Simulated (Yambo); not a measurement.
Given:

```
Rb2SiF6
1.0
    0.00000     4.17664     4.17664
    4.17664     0.00000     4.17664
    4.17664     4.17664     0.00000
F Si Rb
6 1 2
Direct
  0.79623   0.20377   0.79623
  0.20377   0.79623   0.20377
  0.79623   0.20377   0.20377
  0.20377   0.79623   0.79623
  0.79623   0.79623   0.20377
  0.20377   0.20377   0.79623
  0.00000   0.00000   0.00000
  0.75000   0.75000   0.75000
  0.25000   0.25000   0.25000
```

Workflow: norm-conserving LDA (Quantum ESPRESSO, 84 Ry, scalar-relativistic), then G0W0 in Yambo (2×2×2 Γ-centred k mesh, 215 bands and a 7 Ry block in the screening, 215 bands in G with the Bruneval-Gonze terminator, plasmon pole fitted at 27.2 eV).

Task: Give the LDA and G0W0 gaps between the band edges found on this mesh, and say where the edges lie.

Result: Edges: Γ → Γ. LDA: 7.15 eV; G0W0: 11.67 eV. Nearest settings tried, and what they do to the gap: 168 bands in W, 168 bands in G: +33 meV; 6 Ry block (283 vectors against 339): +3 meV; 1×1×1 mesh: -159 meV. So the settings aren't converged at that level. The k mesh is coarse. 

Geometry of the Materials Project entry, not relaxed at this level.

The structure is a Materials Project entry; no match was found in the copy of COD used, and its stability was not checked.
